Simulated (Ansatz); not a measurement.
SiW₃ in space group Fm-3m (No. 225; Si on 4a, W on 4b, W on 8c) at seven volumes, r²SCAN (plane waves, PAW; program Ansatz), scaled uniformly. One row is withheld.

```
V (Å³/atom)  P (GPa)
-----------  -------
13.604             ?
14.053         20.05
14.501          9.25
14.950          0.00
15.398         -7.89
15.847        -14.63
16.295        -20.42
```

### Question
Fit the shown pressures and predict the withheld one.

### Answer
Third-order Birch–Murnaghan: P = (3/2)B₀(x^(7/2) − x^(5/2))[1 + (3/4)(B′ − 4)(x − 1)] with x = (V₀/V)^(2/3). Least squares on the six rows gives V₀ = 14.950 Å³/atom, B₀ = 284.2 GPa, B′ = 4.23. At V = 13.604, x = 1.0649 and P = 32.75 GPa. The run itself gave 32.66 GPa.

The cell is a constructed one: a structure type filled with these elements; neither database checked (COD, Materials Project) lists it. Whether it is the stable phase at ambient conditions was not checked. Symmetry was held in the r²SCAN relaxation; its stability against distortions is not shown here. The run is not spin-polarised. Scalar-relativistic: spin–orbit coupling is off unless named, which matters more the heavier the elements.

Potentials: the earlier of the program's two PAW sets.
